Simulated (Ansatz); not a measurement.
Here is the system:

BN (h-BN type, space group P6_3/mmc)

```xyz
4
Lattice="2.5006 0.0000 0.0000 -1.2503 2.1656 0.0000 0.0000 0.0000 6.5258" Properties=species:S:1:pos:R:3 pbc="T T T"
B      0.0000     1.4437     1.6315
B      1.2503     0.7219     4.8944
N      0.0000     1.4437     4.8944
N      1.2503     0.7219     1.6315
```

Equation-of-state scan: isotropic scaling of the cell above, V₀ being its volume. Symmetry pins the atoms to their sites.

Calculation: r2SCAN+rVV10 (plane waves to 500 eV, PAW, scalar-relativistic; Ansatz, an electronic-structure program). k mesh 15×15×5 (Γ-centred), Fermi-Dirac smearing 0.05 eV. Energies are smeared free energies. Compression counts positive. With the shape held, the modulus is that of even scaling; a crystal free to change shape is softer. BN was relaxed with its symmetry unable to fall. ΔE is measured from the relaxed starting cell.

The scan covers V/V₀ from 0.900 to 1.100 in 9 points.

Problem. What is the fitted pressure derivative B₀′?

Solution. 3.5.

Problem. What bulk modulus at fixed cell shape B₀ follows from a third-order Birch-Murnaghan fit?

Solution. 256 GPa.

(A scan under strain: stresses follow from slopes of the energy per volume, elastic moduli from its curvatures.)
